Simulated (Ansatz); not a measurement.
The calculation used Ansatz 0.2.0, DFT PBE, scalar-relativistic, plane waves, PAW. All cells share a 420 eV cutoff and Γ-centred k meshes spaced at most about 0.3 Å⁻¹ (2π included). No spin polarisation in the final relaxations.

All energies are static (0 K, no zero-point motion).

Two relaxed structures of Sn3GeTe4:

A.

```xyz
8
Lattice="6.3202 0.0000 0.0000 0.0000 6.3202 0.0000 0.0000 0.0000 6.3202" Properties=species:S:1:pos:R:3 pbc="T T T"
Sn    3.1601    0.0000    3.1601
Sn    0.0000    3.1601    3.1601
Sn    3.1601    3.1601    0.0000
Ge    0.0000    0.0000    0.0000
Te    3.1601    3.1601    3.1601
Te    0.0000    3.1601    0.0000
Te    3.1601    0.0000    0.0000
Te    0.0000    0.0000    3.1601
```

B.

```xyz
8
Lattice="4.4707 2.5812 3.7447 -4.4707 2.5812 3.7447 0.0000 -5.1624 3.7447" Properties=species:S:1:pos:R:3 pbc="T T T"
Sn    0.0000   -2.5791    7.4263
Sn   -2.2335    1.2895    7.4263
Sn    2.2335    1.2895    7.4263
Ge    0.0000    0.0000   10.9118
Te    0.0000    0.0000    5.7101
Te    0.0000   -2.6744    2.0065
Te   -2.3161    1.3372    2.0065
Te    2.3161    1.3372    2.0065
```

Task: Which form is favoured at zero pressure, and by what margin per atom?

Result: B is lower, by 16 meV/atom. The two are nearly one structure: a small distortion parts them. A has Sn and Ge ordered on rock salt sites, space group Pm-3m (No. 221), 31.6 Å³/atom and a gap of 0.19 eV on its mesh; B has Sn and Ge ordered on rock salt sites, space group R3m (No. 160), 32.4 Å³/atom and a gap of 0.22 eV. In A, Sn has 6 Te at 3.16 Å; Ge has 6 Te at 3.16 Å; around Te on a site of symmetry m-3m lie 6 Sn at 3.16 Å; 1 more site not described. In B, around Sn lie 6 Te at 3.10–3.28 Å; Ge is surrounded by 3 Te at 2.86 Å and 3 Te at 3.55 Å; Te on a site of symmetry 3m has 3 Sn at 3.10 Å and 3 Sn at 3.28 Å; 1 more site not described. Both come from invented guesses.

Spin–orbit coupling, which can matter for Te, is left out. Kohn–Sham gaps at this level usually fall short of measured ones. The missing spin–orbit coupling can work the other way here. Cells relaxed within their symmetry can be saddle points. The R3m cell of Sn3GeTe4 came from shaking the Pm-3m one.
